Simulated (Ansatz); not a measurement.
Polymorphs of Y, each relaxed with PBE in the plane-wave PAW code Ansatz:

A: bcc (W type) (Im-3m)
a = b = c = 4.040 Å, α = β = γ = 90.00°

| atom | site | symmetry | x | y | z |
|---|---|---|---|---|---|
| Y | 2a | m-3m | 0.0000 | 0.0000 | 0.0000 |

B: diamond (Fd-3m)
a = 7.042 Å, b = 7.042 Å, c = 7.042 Å, α = 90.00°, β = 90.00°, γ = 90.00°

```
atom  site  symmetry       x       y       z
----  ----  --------  ------  ------  ------
Y       8b      -43m  0.5000  0.5000  0.5000
```

C: hcp (Mg type) (P6_3/mmc)
a = b = 3.6577 Å, c = 5.6802 Å, α = β = 90.00°, γ = 120.00°

```
atom  site  symmetry       x       y       z
----  ----  --------  ------  ------  ------
Y       2c      -6m2  0.3333  0.6667  0.2500
```

Rank these by energy per atom at 0 K (lowest first), as PBE gives it.

C (+0 meV/atom), A (+122 meV/atom), B (+1980 meV/atom)

Typed or built starts, not in the databases checked: A; B. Not the usual ambient phase: A; B. Began spin-polarised and lost the moments: C. All cells were relaxed under the symmetry of their starts (and spin orders); stability against distortions was not tested throughout. Rows with no word on spin ran without spin polarisation. Scalar-relativistic: spin–orbit coupling is off unless named, which matters more the heavier the elements.

Energies hold the estimated change up to a 700 eV cutoff; steps of a few meV lie near the error of the meshes.

Potentials: the earlier of the program's two PAW sets.
